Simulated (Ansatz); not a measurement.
Single point in Ansatz 0.2.0 with PBE, no spin polarisation. Cutoff 420 eV, PAW datasets, 4×8×8 Γ-centred k mesh, gaussian filling (width 0.1538 eV).

Computed maps in the lattice plane spanned by b (left to right, 4.13 Å, 13 points from zero) and c (bottom to top, 6.95 Å, 21 points from zero), 107° apart, at height 0.000 along a. The fields are smooth PAW ones with compensation charges, not the true ones near nuclei.

Valence density. Digits on a logarithmic scale: 0 up to 0.03 e/Å³, each further digit a factor of 1.6, 9 from 1.3 e/Å³ up:
```
9985222224799
9863111124699
6532222223567
3233455432333
1346777643111
2468888753101
4688788753102
5787078752112
5788888642013
5688876421013
4566654210012
2344432100011
1222211122211
0000012344431
0000124677642
1001247999752
3333469999853
6765579999745
9996579997568
9997557765589
9997434434799
```

Question: The cell is K4S3O4. Which atoms lie within 0.2 Å of this plane, and where (fractions of b and c)?

Answer: K at (0.00, 0.00), S at (0.31, 0.62), O at (0.59, 0.17). The whole cell:
```yaml
crystal:
  lattice:
    - [-8.75586, 0.00000, 0.00000]
    - [0.00000, -4.12934, 0.00000]
    - [0.00000, 2.06467, 6.63901]
  atoms:
    - { symbol: K, position: [0.00000, 0.00000, 0.00000] }
    - { symbol: K, position: [0.50000, 0.01861, 0.03722] }
    - { symbol: K, position: [0.76372, 0.68420, 0.36840] }
    - { symbol: K, position: [0.23628, 0.68420, 0.36840] }
    - { symbol: S, position: [0.64500, 0.35658, 0.71316] }
    - { symbol: S, position: [0.35500, 0.35658, 0.71316] }
    - { symbol: S, position: [0.00000, 0.31145, 0.62290] }
    - { symbol: O, position: [0.75880, 0.08760, 0.17520] }
    - { symbol: O, position: [0.24120, 0.08760, 0.17520] }
    - { symbol: O, position: [0.00000, 0.58560, 0.17120] }
    - { symbol: O, position: [0.50000, 0.61740, 0.23480] }
```

Origin: a known structure type with other elements, at an estimated volume, so it need not be a known compound. Caveats: many states at the Fermi level without spin polarisation, so a magnetic state may lie lower; atoms or cell far from equilibrium; wide smearing.
